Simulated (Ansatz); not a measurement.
Calculated coordination and ⁴³Ca quadrupole coupling for Ca₉Mn₂N₈

Cell: a Materials Project structure (computed, not necessarily an observed phase), taken as it stands.

```cif
data_Ca9Mn2N8
_symmetry_space_group_name_H-M 'C2/m'
_symmetry_Int_Tables_number 12
_cell_length_a 18.6144
_cell_length_b 4.9073
_cell_length_c 7.8704
_cell_angle_alpha 90.000
_cell_angle_beta 111.659
_cell_angle_gamma 90.000
loop_
_atom_site_label
_atom_site_type_symbol
_atom_site_symmetry_multiplicity
_atom_site_Wyckoff_symbol
_atom_site_fract_x
_atom_site_fract_y
_atom_site_fract_z
Ca1 Ca 2 d 0.5000 0.0000 0.5000
Ca2 Ca 4 i 0.0376 0.0000 0.2371
Ca4 Ca 4 i 0.3273 0.0000 0.5519
Ca6 Ca 4 i 0.4131 0.0000 0.0136
Ca8 Ca 4 i 0.1939 0.0000 0.8200
Mn Mn 4 i 0.1929 0.0000 0.2000
N12 N 4 i 0.1092 0.0000 0.0022
N14 N 4 i 0.1825 0.0000 0.4063
N16 N 4 i 0.2843 0.0000 0.1885
N18 N 4 i 0.4636 0.0000 0.7518
```

One atom of each set is listed; the run and its k-mesh use a cell of 19 atoms with edges of 9.63, 9.63, 7.87 Å.

Computed with Ansatz: DFT, PBE, plane waves and PAW, scalar-relativistic, collinear spin, 420 eV cutoff, Γ-centred 7×7×5 k-points, Fermi–Dirac smearing 0.05 eV. Start moments as typed (μB): 4 on each Mn, none on the rest.

Q(⁴³Ca) = -40.80 mb.

Q: Rank these Ca sites by |C_Q|, smallest first.
A. Ca6: 4 N at 2.36–2.56 Å; also 1 N at 3.17 Å
B. Ca4: 5 N at 2.44–2.67 Å
C. Ca8: 4 N at 2.49–2.76 Å; also 1 N at 3.18 Å
D. Ca2: 5 N at 2.46–2.69 Å
E. Ca1: 2 N at 2.32 Å, angle 180°

A: A (2.84 MHz, η = 0.41), C (3.68 MHz, η = 0.80), B (5.11 MHz, η = 0.89), D (6.30 MHz, η = 0.66), E (14.3 MHz, η = 0.19).

At Ca1 V_zz points along the line of its two bonds (within 1°).

The run finds no gap above 0.1 eV (a metal, or nearly one), so the gradients can move by 10 % or more with the k-mesh. Semilocal functionals can leave a metal where correlation in the d or f shell opens a gap in the real compound, and that would change the values at and beside Mn. The run lost most of its start moments on Mn; a state with other moments may lie lower. All moments are parallel here, as the start or the cell imposes; many such compounds order antiparallel, where fields and spin densities carried over to other atoms largely cancel. The magnetic order is the one that the run reached from its start moments, not necessarily the measured one.
